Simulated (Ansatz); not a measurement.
# Ba₃CaTa₂O₉: computed property card

Ba₃CaTa₂O₉:
```xyz
15
Lattice="5.8188 0.0000 0.0000 -2.9094 5.0392 0.0000 0.0000 0.0000 7.1876" Properties=species:S:1:pos:R:3 pbc="T T T"
Ba     2.9094     1.6797     2.4079
Ba     0.0000     3.3595     4.7798
Ba     0.0000     0.0000     0.0000
Ca     0.0000     0.0000     3.5938
Ta     2.9094     1.6797     5.9817
Ta     0.0000     3.3595     1.2059
O     -1.3744     4.1530     2.2588
O      4.2838     0.8863     4.9288
O      0.0000     1.7725     2.2588
O      2.9094     3.2667     4.9288
O      1.3744     4.1530     2.2588
O      1.5350     0.8863     4.9288
O      1.4547     2.5196     0.0000
O      2.9094     0.0000     0.0000
O     -1.4547     2.5196     0.0000
```

Space group P-3m1 (No. 164); conventional cell a = 5.819 Å, b = 5.819 Å, c = 7.188 Å, α = 90.00°, β = 90.00°, γ = 120.00°.

Method: LDA (plane waves, PAW; program Ansatz). The cell and atoms are relaxed at this level. Other levels are named where they apply.

**Cell and energy**

| Item | Result |
|---|---|
| Volume per atom | 14.05 Å³ |
| Density | 7.55 g/cm³ |
| Formation energy from the elements (no fitted shifts) | -3.24 eV/atom |

**Electronic structure**

| Property | Result |
|---|---|
| Band gap | 3.30 eV (indirect) |
| Valence-band maximum | at A |
| Conduction-band minimum | at Γ |
| Smallest direct gap on the standard path | 3.42 eV |
| Electron effective mass | 0.53, 0.53, 0.81 mₑ (principal values) |

**Mechanics**

| Quantity | Value |
|---|---|
| Bulk modulus (Birch–Murnaghan fit) | 148 GPa |
| Pressure derivative B′ | 5.5 |
| Elastic constants (relaxed ions, GPa) | C11 = 265, C12 = 90.6, C13 = 100, C14 = 17.5, C33 = 244, C44 = 93.6 |
| Mechanical stability | stable (all eigenvalues of C positive) |
| Hill bulk and shear moduli | 151 and 85.4 GPa |
| Young's modulus | 216 GPa |
| Poisson's ratio | 0.26 |
| Debye temperature from the elastic constants | 461 K |

**Dielectric response**

| Property | Result |
|---|---|
| Electronic dielectric constant ε∞ (DFPT) | 4.70 (xx = yy), 4.56 (zz) |
| Born charges (a third of the trace) | Ba +2.76 to +2.81, Ca +3.09, Ta +6.59, O -2.93 to -2.65 e |

**Phonons**

| Quantity | Value |
|---|---|
| Highest zone-centre frequency (without LO–TO term) | 846 cm⁻¹ |
| Zone-centre stability | unstable, softest mode 32i cm⁻¹ |

The first step of the workflow began from a Materials Project structure, measured or hypothetical; the Crystallography Open Database copy checked does not list it. Whether it is the stable phase at ambient conditions was not checked. The cell was relaxed with LDA under the symmetry of its start; phonons show weakly imaginary modes. The run is not spin-polarised. The references are the lowest solids computed at this level, not always the standard phases (solids in place of the gases). Spin–orbit coupling is left out wherever it is not named.

Potentials: the later of the program's two PAW sets.
